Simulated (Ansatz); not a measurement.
Relaxed PbS (rock salt):

```
CELL_PARAMETERS angstrom
      0.00000     6.00904     6.00904
      3.00452     0.00000     3.00452
      3.00452     3.00452     0.00000
ATOMIC_POSITIONS crystal
  S  0.00000 0.00000 0.00000
  S  0.50000 0.00000 0.00000
  Pb 0.25000 0.50000 0.50000
  Pb 0.75000 0.50000 0.50000
```

A phonon eigenvector at L = (0.5, 0.0, 0.0) is frozen into this cell: atom i moves by Q times the vector below, so Q is the largest atomic displacement, in Å. The cell is held. (q is in reciprocal vectors of the primitive cell; the cell shown is doubled to hold the pattern.)

```
atom       x       y       z
----  ------  ------  ------
Pb3    0.577  -0.577  -0.577
Pb4   -0.577   0.577   0.577
```

Atoms not listed stay in place.

Calculation: PBE (plane waves to 420 eV, PAW, scalar-relativistic; Ansatz, a program for electronic structure). k mesh 5×10×10 (Γ-centred), Fermi-Dirac smearing 0.05 eV. PbS was relaxed with its symmetry unable to fall. Spin-orbit coupling is left out, though Pb is heavy. The PAW data are Ansatz's earlier set. 

```json
[
 {"Q (Å)": "-0.180", "−dE/dQ from forces (eV/Å)": "2.858"},
 {"Q (Å)": "-0.150", "−dE/dQ from forces (eV/Å)": "2.393"},
 {"Q (Å)": "-0.120", "−dE/dQ from forces (eV/Å)": "1.922"},
 {"Q (Å)": "-0.090", "−dE/dQ from forces (eV/Å)": "1.445"},
 {"Q (Å)": "-0.060", "−dE/dQ from forces (eV/Å)": "0.966"},
 {"Q (Å)": "-0.030", "−dE/dQ from forces (eV/Å)": "0.483"},
 {"Q (Å)": "0.000", "−dE/dQ from forces (eV/Å)": "0.000"},
 {"Q (Å)": "0.030", "−dE/dQ from forces (eV/Å)": "-0.483"},
 {"Q (Å)": "0.060", "−dE/dQ from forces (eV/Å)": "-0.966"},
 {"Q (Å)": "0.090", "−dE/dQ from forces (eV/Å)": "-1.445"},
 {"Q (Å)": "0.120", "−dE/dQ from forces (eV/Å)": "-1.922"},
 {"Q (Å)": "0.150", "−dE/dQ from forces (eV/Å)": "-2.393"},
 {"Q (Å)": "0.180", "−dE/dQ from forces (eV/Å)": "-2.858"}
]
```

Q: What harmonic wavenumber does the curvature at Q = 0 give?

A: 103 cm⁻¹. E″ = 16.12 eV/Å², M = Σ mᵢ|uᵢ|² = 414.4 u, ν̃ = 521.5·√(|E″|/M).

(For displaced atoms, the force is minus the slope of the energy, and its curvature is a force constant, which sets phonon frequencies.)
